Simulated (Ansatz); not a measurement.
A geometry of AlNi away from equilibrium: step 11 of the relaxation of a generated cell, AlNi placed in the AFLOW prototype AB_hP2_187_d_a (B_h, as in WC). Level of theory: PBE (plane waves to 420 eV, PAW, scalar-relativistic; Ansatz, an electronic-structure program). Γ-centred k-mesh 12×12×11 on the run's cell (coarser than for final values), Fermi–Dirac smearing 0.05 eV.

```xyz
2
Lattice="2.7840 0.0000 0.0000 -1.3920 2.4111 0.0000 0.0000 0.0000 3.7044" Properties=species:S:1:pos:R:3 pbc="T T T"
Al     0.0000     0.0000     0.0000
Ni     1.3920     0.8037     1.8522
```
Spin-polarised start, with parallel moments on Ni.

**Question.** Which atoms carry the largest force, and which way does it point?

**Answer.** No atom: all forces are below 0.005 eV/Å; only the cell is out of equilibrium.

**Question.** What is the pressure?

**Answer.** +2.8 GPa, compression positive.

No spin polarisation in the result: the starting moments vanished. A magnetic state may lie lower.

The run could not lose the symmetry of its start, so the end can be a saddle point.

All atoms sit on sites fixed by symmetry, so only the cell could relax.

The end of the path is a generated cell of AlNi: the first start was made by placing the elements on the sites of a structure type, and the end was not matched to a known phase here, so it may be hypothetical. Known forms of AlNi include space group No. 221.
